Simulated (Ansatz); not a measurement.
The elements of this relaxed trial crystal are hidden behind letters.

```
lattice vectors (Å)
  -2.6040    2.6040    3.7297
   2.6040   -2.6040    3.7297
   2.6040    2.6040   -3.7297
fractional positions
X 0.5000 0.0000 0.5000
X 0.0000 0.5000 0.5000
X 0.5000 0.5000 0.0000
Z 0.8211 0.8211 0.0000
Z 0.1789 0.1789 0.0000
```

The calculation used Ansatz 0.2.0, DFT PBE, scalar-relativistic, plane waves, PAW. Plane waves to 420 eV, a 10×10×10 mesh through Γ for the 5-atom cell and 0.10 eV Gaussian smearing; no spin polarisation.

- Space group: I4/mmm (No. 139)
- Conventional cell: a = 5.208 Å, c = 7.459 Å
- Volume per atom: 20.23 Å³
- Density: 4.49 g/cm³
- Energy over the elements: 0.00 eV/atom
- Gap on the 10×10×10 mesh of the 5-atom cell: 0 eV (a metal)

Energies are uncorrected and count from the elements' standard states at the same level.

Question: X is a p-block element of period 4 and Z is a p-block element of period 3. Which elements are they?

Answer: X = Ga, Z = S, so the formula is Ga3S2. Density times volume gives a mean mass of 4.49 × 20.23/1.6605 = 54.7 u per atom, and this set has 54.7 u. Among the elements that the hints allow, noble gases aside, only these give it. Ga on a site of symmetry mmm has 2 Ga at 2.60 Å and 4 S at 2.93 Å; Ga on a site of symmetry 4/mmm has 2 S at 2.40 Å and 4 Ga at 2.60 Å; S has 1 Ga at 2.40 Å, 1 S at 2.67 Å and 4 Ga at 2.93 Å.

An odd number of electrons in the primitive cell allows no gap without spin; a larger cell or a magnetic state could open one. Symmetry constrained the relaxation, so the result can be a saddle point. Another cell of Ga3S2 relaxed alike, in P-6m2, lies 70 meV/atom lower, so this cell isn't the stable form at this level.
